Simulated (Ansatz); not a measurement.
The relaxed structure here is a generated cell of Ti2AlC: the first start was made by placing the elements on the sites of a structure type, and the end was not matched to a known phase here, so it may be hypothetical.

A relaxed cell of Ti₂AlC (P4/mmm (No. 123)), relaxed on a k-mesh at least as fine as the one used below. Level of theory: PBE (plane waves to 420 eV, PAW, scalar-relativistic; Ansatz, a program for electronic structure). Γ-centred k-mesh 8×8×5 on the run's cell (coarser than for final values), Fermi–Dirac smearing 0.05 eV.

```yaml
crystal:
  lattice:
    - [4.18493, 0.00000, 0.00000]
    - [0.00000, 4.18493, 0.00000]
    - [0.00000, 0.00000, 7.33131]
  atoms:
    - { symbol: Ti, position: [0.00000, 0.50000, 0.25000] }
    - { symbol: Ti, position: [0.00000, 0.50000, 0.75000] }
    - { symbol: Ti, position: [0.50000, 0.00000, 0.25000] }
    - { symbol: Ti, position: [0.50000, 0.00000, 0.75000] }
    - { symbol: Al, position: [0.50000, 0.50000, 0.00000] }
    - { symbol: Al, position: [0.50000, 0.50000, 0.50000] }
    - { symbol: C, position: [0.00000, 0.00000, 0.25000] }
    - { symbol: C, position: [0.00000, 0.00000, 0.75000] }
```

The atoms are displaced along an unstable phonon of this cell by (Å):

```tsv
atom	ux	uy	uz
Ti1	0.000	0.000	-0.052
Ti2	0.000	0.000	0.052
Ti3	0.000	0.000	-0.052
Ti4	0.000	0.000	0.052
Al5	0.000	0.000	0.000
Al6	0.000	0.000	0.000
C7	0.000	0.000	0.150
C8	0.000	0.000	-0.150
```

What forces (eV/Å) and pressure result?


```
atom    Fx    Fy     Fz
----  ----  ----  -----
Ti1   0.00  0.00  -0.01
Ti2   0.00  0.00   0.01
Ti3   0.00  0.00  -0.01
Ti4   0.00  0.00   0.01
Al5   0.00  0.00   0.00
Al6   0.00  0.00   0.00
C7    0.00  0.00  -0.16
C8    0.00  0.00   0.16
```

Pressure -0.9 GPa.

No spin polarisation in the result. The relaxed primitive cell holds an odd number of electrons. A magnetic state may lie lower.

The run that gave the undisplaced cell could not lose the symmetry of its start: the end is stationary, and may be a saddle point rather than a minimum.
